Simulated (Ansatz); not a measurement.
MgS (rock salt)

```cif
data_Mg4S4
_chemical_formula_sum 'S4 Mg4'
_space_group_name_H-M_alt 'Fm-3m'
_space_group_IT_number 225
_space_group_name_Hall '-F 4 2 3'
_cell_length_a 5.20309
_cell_length_b 5.20309
_cell_length_c 5.20309
_cell_angle_alpha 90.000
_cell_angle_beta 90.000
_cell_angle_gamma 90.000
loop_
_atom_site_label
_atom_site_type_symbol
_atom_site_symmetry_multiplicity
_atom_site_Wyckoff_symbol
_atom_site_fract_x
_atom_site_fract_y
_atom_site_fract_z
_atom_site_occupancy
S1 S 4 a 0.00000 0.00000 0.00000 1
Mg1 Mg 4 b 0.50000 0.50000 0.50000 1
```
(The calculation used a cell of 2 atoms; values per cell refer to that cell.)

Equation-of-state scan: isotropic scaling of the cell above, V₀ being its volume. Symmetry pins the atoms to their sites.

Method: r2SCAN (plane waves to 500 eV, PAW, scalar-relativistic; Ansatz, a quantum-chemistry and plane-wave program). k mesh 12×12×12 (Γ-centred), Fermi-Dirac smearing 0.05 eV. The energy includes the smearing's −TS. MgS was relaxed with its symmetry unable to fall. The zero of ΔE is the relaxed starting cell.

| V (Å³/atom) | ΔE (meV/atom) |
|---|---|
| 15.847 | 52.3 |
| 16.287 | 28.1 |
| 16.727 | 11.9 |
| 17.167 | 2.9 |
| 17.607 | 0.0 |
| 18.048 | 2.6 |
| 18.488 | 10.1 |
| 18.928 | 21.8 |
| 19.368 | 37.3 |

Problem. What is the fitted pressure derivative B₀′?

Solution. 4.0.

Problem. What bulk modulus B₀ follows from a third-order Birch-Murnaghan fit?

Solution. 79.8 GPa. Check by three points about V = 17.607 Å³/atom, step 0.440: d²E/dV² ≈ (2.9 − 2·0.0 + 2.6) meV / 0.440² = 0.0284 eV/Å⁶, and V·d²E/dV² × 160.2 = 80.1 GPa.

(Under strain, the slope of the energy per volume gives the stress and its curvature an elastic modulus.)
